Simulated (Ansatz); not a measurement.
Values for one crystal, relaxed and computed with plane-wave PAW r²SCAN (Ansatz code); other levels are named.

| Item | Value |
|---|---|
| Volume per atom | 28.87 Å³ |
| Band gap | 1.10 eV (direct) |
| Conduction-band minimum | at Γ |
| Electron effective mass with spin–orbit coupling | 0.091, 0.098, 0.098 mₑ (principal values) |
| Valence-band maximum | at Γ |
| HSE06 gap on the r²SCAN cell | 1.54 eV |
| Hole effective mass with spin–orbit coupling | 0.18, 0.18, 1.5 mₑ (principal values) |

Question: Pick the material that matches.
A) VBiO4, I4_1/amd (V on 4b, Bi on 4a, O on 16h)
B) MgSe, rock salt
C) CdSe, wurtzite
D) Cd3AsI3, Pm (Pearson symbol mP7)

Answer: C, CdSe, wurtzite

Space group P6_3mc (wurtzite). The cell was relaxed with r²SCAN under the symmetry of its start. Spin–orbit coupling is left out wherever it is not named.

Potentials: the later of the program's two PAW sets.
